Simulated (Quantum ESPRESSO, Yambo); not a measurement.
For MgI$_{2}$ (CdI2 type, space group P-3m1, No. 164), Yambo gives the independent-particle static dielectric constant along x as 5.25 on PBEsol bands and 4.38 after a scissor of 1.66 eV widens every gap (6×6×2 mesh, 150 bands, 4 Ry local-field block, 0.2 eV broadening). Axes are Cartesian, with cell vectors (Å) (4.13, 0.00, 0.00), (-2.06, 3.57, 0.00), (0.00, 0.00, 6.83).

Problem. A scissor keeps the position matrix elements. In a one-oscillator model, how does ε − 1 scale, and what mean transition energy do the two values imply?

Solution. Each transition adds |r|²/E to ε − 1, so ε − 1 ∝ 1/(E0 + Δ). Then (4.38 − 1)/(5.25 − 1) = E0/(E0 + Δ) = 0.795, and E0 = Δ(ε' − 1)/(ε − ε') = 6.4 eV. The computed Im ε, weighted by 1/E up to 20 eV, has its mean at 6.7 eV; the smallest direct PBEsol gap is 3.27 eV. The scissor comes from a G0W0 run whose convergence isn't established. Convergence of the RPA response with its 6×6×2 mesh was not tested.

Bands from Quantum ESPRESSO.

Spin-orbit coupling is included.

Geometry relaxed with PBE+D3(BJ); primitive cell a = 4.1255 Å, b = 4.1255 Å, c = 6.8268 Å, α = 90.00°, β = 90.00°, γ = 120.00°.
